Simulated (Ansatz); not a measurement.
A geometry of Ta away from equilibrium: step 2 of the relaxation of a relaxed Ta cell, doubled along one cell vector, shaken by Gaussian noise of σ = 0.08 Å a coordinate. Level of theory: r2SCAN (plane waves to 500 eV, PAW, scalar-relativistic; Ansatz, a quantum-chemistry and plane-wave program). Γ-centred k-mesh 6×12×12 on the run's cell (coarser than for final values), Fermi–Dirac smearing 0.05 eV.

```xyz
2
Lattice="5.3485 0.0009 0.0005 0.0005 2.7312 0.0040 0.0003 0.0040 2.7285" Properties=species:S:1:pos:R:3:forces:R:3 pbc="T T T" free_energy=-19888.434 pressure_GPa=-1.1
Ta     1.3787     1.6684     1.5521   -0.0220    0.7656    0.4932
Ta     4.0504     1.0862     1.2274    0.0220   -0.7656   -0.4932
```

Positions in Å, forces in eV/Å, free energy of the cell in eV (comparable only within this code, potentials and settings). Largest force: 0.91 eV/Å, on Ta1, Ta2 (atoms numbered as listed); the geometry lies 0.96 eV/atom above the end of its relaxation.

No spin polarisation in the result.

The run could not lose the symmetry of its start.

Of the parent cell (Pm-3m (No. 221)): it is a generated cell of Ta: the first start was made by placing the elements on the sites of a structure type, and the end was not matched to a known phase here, so it may be hypothetical. Known forms of Ta include space group No. 229.
